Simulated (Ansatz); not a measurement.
ZrZnNi4 in space group F-43m (No. 216; Ni on 16e, Zr on 4a, Zn on 4c), PBE (plane waves, PAW; program Ansatz), all energies at zero smearing, with the estimated change up to a 700 eV cutoff added, with one set of potentials and settings (totals compare only within such a set). Cell of 6 atoms (4 Ni, 1 Zr, 1 Zn): -30864.287 eV.

```csv
element,reference phase,E (eV/atom)
Ni,"Fm-3m, 1 atoms in the cell, spin-polarised",-5839.7239
Zr,"P6_3/mmc, 2 atoms in the cell",-4183.8362
Zn,"C2/m, 3 atoms in the cell",-3319.0295
```

Formation energy per atom, worked out: (-30864.287 − 4×(-5839.7239) − 1×(-4183.8362) − 1×(-3319.0295))/6 = -0.421 eV/atom (-41 kJ per mol of atoms), at 0 K, without zero-point energy or fitted corrections.

The workflow started from an entry of the Crystallography Open Database (COD). Its standing as an ambient phase is unchecked. Symmetry was held in the PBE relaxation; whether a distortion lowers the energy is not shown. The workflow began spin-polarised and lost its moments. The references are the lowest solids computed at this level, not always the standard phases.

Potentials: the later of the program's two PAW sets.
